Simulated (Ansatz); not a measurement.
AlNi (CsCl type)

```xyz
2
Lattice="2.8633 0.0000 0.0000 0.0000 2.8633 0.0000 0.0000 0.0000 2.8633" Properties=species:S:1:pos:R:3 pbc="T T T"
Al     0.0000     0.0000     0.0000
Ni     1.4317     1.4317     1.4317
```

In each cell atom 1 (Al, nearest neighbour Ni at 2.480 Å; its periodic images, 2.9 Å or more away, move with it) moves by s·(0.577, 0.577, 0.577) (along Cartesian [111]), the rest being held.

The numbers are results of r2SCAN (plane waves to 500 eV, PAW, scalar-relativistic; Ansatz, a quantum-chemistry and plane-wave program), not measurements. k mesh 13×13×13 (Γ-centred), Fermi-Dirac smearing 0.05 eV. E stands for the smeared free energy. Left out: 2 of 11 points, with atoms too close for the PAW data. With partly filled bands, energies and forces of such displacements shift with the k mesh and the smearing. AlNi is run without spin polarisation. AlNi was relaxed with its symmetry unable to fall. The PAW data are Ansatz's earlier set. The zero of ΔE is the undisplaced structure. The last digit holds for this mesh only.

```
s (Å)   ΔE (meV/cell)
------  -------------
-0.592       withheld
-0.444          779.9
-0.296          310.0
-0.148           72.4
0.000             0.0
0.148            72.4
0.296           310.0
0.444           779.9
0.592        withheld
```

Task: Fit an even polynomial form (powers 2, 4, 6) to the given rows and predict ΔE at s = 0.592.

Result: Least squares on the 7 given rows: ΔE = (3231)·s² + (3372)·s⁴ + (1559)·s⁶, in meV/cell with s in Å; root-mean-square residual 0.02 meV/cell. At 0.592 the fit gives 1613.6 meV/cell; the calculation gives 1614.3 meV/cell, so the extrapolation is off by -0.7 (-0.0 %). The quadratic term alone would give 1132.3 meV/cell.

(For displaced atoms, the force is minus the slope of the energy, and its curvature is a force constant, which sets phonon frequencies.)
